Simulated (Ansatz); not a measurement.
The elements of this relaxed trial crystal are hidden behind letters.

```
lattice vectors (Å)
   1.8050    1.0421    5.2860
  -1.8050    1.0421    5.2860
   0.0000   -2.0842    5.2860
fractional positions
X 0.0000 0.0000 0.0000
Z 0.8034 0.8034 0.8034
Z 0.1966 0.1966 0.1966
```

Method: Ansatz 0.2.0, DFT PBE+D3(BJ), scalar-relativistic, plane waves, PAW. The final run on the 3-atom cell used 420 eV, a Γ-centred 18×18×18 mesh, 0.10 eV smearing and no spin polarisation.

```
Space group                                 : R-3m (No. 166)
Conventional cell                           : a = 3.610 Å, c = 15.858 Å
Volume per atom                             : 19.89 Å³
Density                                     : 2.36 g/cm³
Energy over the elements                    : −0.13 eV/atom
Gap on the 18×18×18 mesh of the 3-atom cell : 0 eV (a metal)
```

Energies are uncorrected and count from the elements' standard states at the same level.

Q: X is an s-block element of period 3 and Z is a p-block element of period 3. Which elements are they?

A: X = Na, Z = P, so the formula is NaP2. Density times volume gives a mean mass of 2.36 × 19.89/1.6605 = 28.3 u per atom, and this set has 28.3 u. Among the elements that the hints allow, noble gases aside, only these give it. Around Na lie 8 P at 3.01–3.12 Å and 6 Na at 3.61 Å; around P lie 3 P at 2.29 Å and 4 Na at 3.01–3.12 Å.

An odd number of electrons in the primitive cell allows no gap without spin; a larger cell or a magnetic state could open one. The cell is a metal run without spin; a magnetic state may lie lower. Symmetry constrained the relaxation, so the result can be a saddle point. Another cell of NaP2 relaxed alike, in P-1, lies 191 meV/atom lower, so this cell isn't the stable form at this level.
